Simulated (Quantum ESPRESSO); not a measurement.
Sc3W2NbPtMo, finding a planted mistake in a log

Simulated, not a measurement. The program is pw.x of Quantum ESPRESSO 7.5 (plane-wave density functional theory). The cell is made up: eight metal atoms on a hexagonal close-packed lattice, with elements, volume, strain and displacements drawn at random and not relaxed, so it may be unstable or far from any real phase. PseudoDojo standard norm-conserving files set the functional (PBE unless stated); there is no spin polarisation or spin-orbit coupling, the Fermi-Dirac width of 0.25 eV means electrons at about 2900 K, and the masses in the input are unused placeholders. Heavy elements are run without spin-orbit coupling, which real alloys of them have. A spin test at this wide smearing found no moment, but such smearing suppresses magnetism that the real alloy may have.

Intended input:

```
&control calculation='scf', pseudo_dir='./dojo.nc.sr.pbe.v0_5.standard.upf', outdir='./o', disk_io='minimal', tprnfor=.true., tstress=.true. /
&system ibrav=0, nat=8, ntyp=5, nbnd=71, ecutwfc=84.00895049, nosym=.true., tot_charge=0,
 occupations='smearing', smearing='fd', degauss=0.0183746611
/
&electrons conv_thr=1.470e-08, electron_maxstep=70, mixing_beta=0.5 /
ATOMIC_SPECIES
Mo 1.0 Mo.upf
Nb 1.0 Nb.upf
Pt 1.0 Pt.upf
Sc 1.0 Sc.upf
W 1.0 W.upf
CELL_PARAMETERS angstrom
2.9857 0.0 4.7849
2.9857 0.0 -4.7849
-2.9857 5.1713 0.0
ATOMIC_POSITIONS angstrom
Sc -0.0485 -0.0042 0.0498
W -1.4998 2.5863 0.019
Sc 2.9274 1.6433 -2.4847
W 1.6276 4.3509 -2.2186
Sc 3.0006 0.0521 -0.162
Nb 1.4975 2.6534 -0.0213
Pt 2.9426 1.8792 2.3482
Mo 1.4839 4.2999 2.4916
K_POINTS automatic
5 5 5 1 1 1
```

The log is shortened where brackets say so; the opening notice, blank lines, dates and the lines on written files are dropped, and the path of the files is cut. It prints rydbergs, bohrs and kilobars, and counts compression as positive stress. Its total energy is the free energy E - TS of the whole cell.

Log of the intended run:

```
     Program PWSCF v.7.5
     Parallel version (MPI & OpenMP), running on       4 processor cores
     Number of MPI processes:                 4
     Threads/MPI process:                     1
     [start-up lines left out]
     bravais-lattice index     =            0
     lattice parameter (alat)  =      10.6581  a.u.
     unit-cell volume          =     997.1153 (a.u.)^3
     number of atoms/cell      =            8
     number of atomic types    =            5
     number of electrons       =       106.00
     number of Kohn-Sham states=           71
     kinetic-energy cutoff     =      84.0090  Ry
     charge density cutoff     =     336.0358  Ry
     scf convergence threshold =      1.5E-08
     mixing beta               =       0.5000
     number of iterations used =            8  plain     mixing
     Exchange-correlation= PBE
                           (   1   4   3   4   0   0   0)
     [axes and pseudopotential details left out]
   Cartesian axes
     site n.     atom                  positions (alat units)
         1        Sc     tau(   1) = (  -0.0085993  -0.0007447   0.0088298  )
         2        W      tau(   2) = (  -0.2659217   0.4585633   0.0033688  )
         3        Sc     tau(   3) = (   0.5190420   0.2913649  -0.4405491  )
         4        W      tau(   4) = (   0.2885812   0.7714353  -0.3933683  )
         5        Sc     tau(   5) = (   0.5320207   0.0092376  -0.0287234  )
         6        Nb     tau(   6) = (   0.2655139   0.4704605  -0.0037766  )
         7        Pt     tau(   7) = (   0.5217370   0.3331911   0.4163470  )
         8        Mo     tau(   8) = (   0.2631025   0.7623927   0.4417725  )
     number of k points=    63  Fermi-Dirac smearing, width (Ry)=  0.0184
                       cart. coord. in units 2pi/alat
        k(    1) = (   0.1889006   0.2181272   0.0000000), wk =   0.0320000
        k(    2) = (   0.1889006   0.4362544   0.0000000), wk =   0.0320000
     [further k points left out]
     Dense  grid:   103505 G-vectors     FFT dimensions: (  64,  64,  72)
     Estimated max dynamical RAM per process >     426.47 MB
     Estimated total dynamical RAM >       1.59 GB
     Initial potential from superposition of free atoms
     starting charge     105.9872, renormalised to     106.0000
     Starting wfcs are   80 randomized atomic wfcs
     total cpu time spent up to now is       11.4 secs
     per-process dynamical memory:   334.5 Mb
     Self-consistent Calculation
     iteration #  1     ecut=    84.01 Ry     beta= 0.50
     Davidson diagonalization with overlap
     ethr =  1.00E-02,  avg # of iterations =  2.7
     total cpu time spent up to now is       37.6 secs
     total energy              =   -1118.11127586 Ry
     estimated scf accuracy    <       3.25260523 Ry
     iteration #  2     ecut=    84.01 Ry     beta= 0.50
     Davidson diagonalization with overlap
     ethr =  3.07E-03,  avg # of iterations =  5.2
     total cpu time spent up to now is       69.5 secs
     total energy              =   -1117.98060221 Ry
     estimated scf accuracy    <      21.72707388 Ry
     [iterations 3 to 18 left out]
     iteration # 19     ecut=    84.01 Ry     beta= 0.50
     Davidson diagonalization with overlap
     ethr =  5.53E-11,  avg # of iterations =  4.6
     total cpu time spent up to now is      509.3 secs
     total energy              =   -1119.99686905 Ry
     estimated scf accuracy    <       0.00000006 Ry
     iteration # 20     ecut=    84.01 Ry     beta= 0.50
     Davidson diagonalization with overlap
     ethr =  5.53E-11,  avg # of iterations =  1.5
     total cpu time spent up to now is      530.5 secs
     End of self-consistent calculation
     [lines on levels left out]
!    total energy              =   -1119.99686905 Ry
     estimated scf accuracy    <          2.2E-09 Ry
     smearing contrib. (-TS)   =      -0.14398432 Ry
     internal energy E=F+TS    =   -1119.85288473 Ry
     The total energy is F=E-TS. E is the sum of the following terms:
     one-electron contribution =    -274.36913493 Ry
     hartree contribution      =     183.51213438 Ry
     xc contribution           =    -209.10067996 Ry
     ewald contribution        =    -819.89520422 Ry
     convergence has been achieved in  20 iterations
     Forces acting on atoms (cartesian axes, Ry/au):
     atom    1 type  4   force =     0.02786763   -0.00198819   -0.01856409
     atom    2 type  5   force =    -0.00686395    0.04520097   -0.01540482
     atom    3 type  4   force =     0.00791237    0.03841916    0.02000092
     atom    4 type  5   force =     0.00609923   -0.03458352   -0.06639314
     atom    5 type  4   force =    -0.01424260   -0.01295003    0.09094577
     atom    6 type  2   force =    -0.00831930    0.02237576   -0.00822470
     atom    7 type  3   force =     0.00220418   -0.02026260   -0.00116955
     atom    8 type  1   force =    -0.01465757   -0.03621155   -0.00119040
     Total force =     0.149185     Total SCF correction =     0.000141
     Computing stress (Cartesian axis) and pressure
          total   stress  (Ry/bohr**3)                   (kbar)     P=      -16.08
  -0.00033169  -0.00000586  -0.00000967          -48.79       -0.86       -1.42
  -0.00000586   0.00004013   0.00009308           -0.86        5.90       13.69
  -0.00000967   0.00009308  -0.00003635           -1.42       13.69       -5.35
     init_run     :     10.78s CPU     11.17s WALL (       1 calls)
     electrons    :    510.58s CPU    519.12s WALL (       1 calls)
     forces       :      4.00s CPU      4.04s WALL (       1 calls)
     stress       :     12.64s CPU     12.67s WALL (       1 calls)
     [timing details left out]
     PWSCF        :   8m58.24s CPU   9m 7.25s WALL
     JOB DONE.
```

A second run was made from an input with one planted mistake. Its log:

```
     Program PWSCF v.7.5
     Parallel version (MPI & OpenMP), running on       4 processor cores
     Number of MPI processes:                 4
     Threads/MPI process:                     1
     [start-up lines left out]
     bravais-lattice index     =            0
     lattice parameter (alat)  =      10.6581  a.u.
     unit-cell volume          =     997.1153 (a.u.)^3
     number of atoms/cell      =            8
     number of atomic types    =            5
     number of electrons       =       109.00
     number of Kohn-Sham states=           73
     kinetic-energy cutoff     =      84.0090  Ry
     charge density cutoff     =     336.0358  Ry
     scf convergence threshold =      1.5E-08
     mixing beta               =       0.5000
     number of iterations used =            8  plain     mixing
     Exchange-correlation= PBE
                           (   1   4   3   4   0   0   0)
     [axes and pseudopotential details left out]
   Cartesian axes
     site n.     atom                  positions (alat units)
         1        Sc     tau(   1) = (  -0.0085993  -0.0007447   0.0088298  )
         2        W      tau(   2) = (  -0.2659217   0.4585633   0.0033688  )
         3        Sc     tau(   3) = (   0.5190420   0.2913649  -0.4405491  )
         4        W      tau(   4) = (   0.2885812   0.7714353  -0.3933683  )
         5        Sc     tau(   5) = (   0.5320207   0.0092376  -0.0287234  )
         6        Nb     tau(   6) = (   0.2655139   0.4704605  -0.0037766  )
         7        Pt     tau(   7) = (   0.5217370   0.3331911   0.4163470  )
         8        Ir     tau(   8) = (   0.2631025   0.7623927   0.4417725  )
     number of k points=    63  Fermi-Dirac smearing, width (Ry)=  0.0184
                       cart. coord. in units 2pi/alat
        k(    1) = (   0.1889006   0.2181272   0.0000000), wk =   0.0320000
        k(    2) = (   0.1889006   0.4362544   0.0000000), wk =   0.0320000
     [further k points left out]
     Dense  grid:   103505 G-vectors     FFT dimensions: (  64,  64,  72)
     Estimated max dynamical RAM per process >     437.62 MB
     Estimated total dynamical RAM >       1.64 GB
     Initial potential from superposition of free atoms
     starting charge     108.9884, renormalised to     109.0000
     Starting wfcs are   80 randomized atomic wfcs
     total cpu time spent up to now is       11.0 secs
     per-process dynamical memory:   344.2 Mb
     Self-consistent Calculation
     iteration #  1     ecut=    84.01 Ry     beta= 0.50
     Davidson diagonalization with overlap
     ethr =  1.00E-02,  avg # of iterations =  2.6
     total cpu time spent up to now is       39.4 secs
     total energy              =   -1208.20789238 Ry
     estimated scf accuracy    <       2.79749220 Ry
     iteration #  2     ecut=    84.01 Ry     beta= 0.50
     Davidson diagonalization with overlap
     ethr =  2.57E-03,  avg # of iterations =  4.5
     total cpu time spent up to now is       74.9 secs
     total energy              =   -1208.40104733 Ry
     estimated scf accuracy    <      15.25777572 Ry
     [iterations 3 to 16 left out]
     iteration # 17     ecut=    84.01 Ry     beta= 0.50
     Davidson diagonalization with overlap
     ethr =  1.18E-10,  avg # of iterations =  6.1
     total cpu time spent up to now is      516.4 secs
     total energy              =   -1209.86540248 Ry
     estimated scf accuracy    <       0.00000009 Ry
     iteration # 18     ecut=    84.01 Ry     beta= 0.50
     Davidson diagonalization with overlap
     ethr =  8.09E-11,  avg # of iterations =  2.0
     total cpu time spent up to now is      541.0 secs
     End of self-consistent calculation
     [lines on levels left out]
!    total energy              =   -1209.86540249 Ry
     estimated scf accuracy    <       0.00000001 Ry
     smearing contrib. (-TS)   =      -0.14196556 Ry
     internal energy E=F+TS    =   -1209.72343693 Ry
     The total energy is F=E-TS. E is the sum of the following terms:
     one-electron contribution =    -311.23012939 Ry
     hartree contribution      =     203.06173639 Ry
     xc contribution           =    -232.09458277 Ry
     ewald contribution        =    -869.46046116 Ry
     convergence has been achieved in  18 iterations
     Forces acting on atoms (cartesian axes, Ry/au):
     atom    1 type  4   force =     0.02803449   -0.01024882   -0.01821151
     atom    2 type  5   force =    -0.00472572    0.04489817   -0.01913006
     atom    3 type  4   force =    -0.00145994    0.03468217    0.02070234
     atom    4 type  5   force =     0.02119668   -0.05016288   -0.06349043
     atom    5 type  4   force =    -0.02263191   -0.02159803    0.08080479
     atom    6 type  2   force =    -0.00528868    0.03064597    0.00186831
     atom    7 type  3   force =     0.00532415   -0.01709299    0.00383700
     atom    8 type  1   force =    -0.02044906   -0.01112358   -0.00638045
     Total force =     0.147151     Total SCF correction =     0.000185
     Computing stress (Cartesian axis) and pressure
          total   stress  (Ry/bohr**3)                   (kbar)     P=      -46.66
  -0.00044798  -0.00004007  -0.00001091          -65.90       -5.89       -1.60
  -0.00004007  -0.00026316   0.00004890           -5.89      -38.71        7.19
  -0.00001091   0.00004890  -0.00024040           -1.60        7.19      -35.36
     init_run     :     10.13s CPU     10.52s WALL (       1 calls)
     electrons    :    521.52s CPU    530.00s WALL (       1 calls)
     forces       :      3.15s CPU      3.18s WALL (       1 calls)
     stress       :     11.54s CPU     11.83s WALL (       1 calls)
     [timing details left out]
     PWSCF        :   9m 6.85s CPU   9m16.08s WALL
     JOB DONE.
```

Question: the log repeats what the program read. Compare it with the intended run: what was wrong in the second input?

Answer: one atom is of a wrong element. The input lines that differ:

```
- &system ibrav=0, nat=8, ntyp=5, nbnd=71, ecutwfc=84.00895049, nosym=.true., tot_charge=0,
+ &system ibrav=0, nat=8, ntyp=5, nbnd=73, ecutwfc=84.00895049, nosym=.true., tot_charge=0,
- Mo 1.0 Mo.upf
+ Ir 1.0 Ir.upf
- Mo 1.4839 4.2999 2.4916
+ Ir 1.4839 4.2999 2.4916
```

|  | intended run | run with the mistake |
| --- | --- | --- |
| free energy (eV) | -15238.334 | -16461.057 |
| entropy term -TS, part of it (eV) | -1.959 | -1.932 |
| pressure (GPa) | -1.61 | -4.67 |
| size of the largest force component (eV/Å) | 2.338 | 2.078 |
| largest change of a force component (eV/Å) |  | 0.645 |
| iterations | 20 | 18 |

For scale, a rerun of the intended cell at a higher cutoff and on a denser mesh moved values by no more than 0.002 eV in energy, 0.02 GPa in stress and 0.003 eV/Å in force, and a second program with other atomic files agreed on that cell to 2 % rms in force and 0.5 GPa in pressure. Files of another functional or element have another zero of energy, so the energy change says nothing on stability. The number of bands, nbnd, was set by rule from the electron count, so it follows the mistake.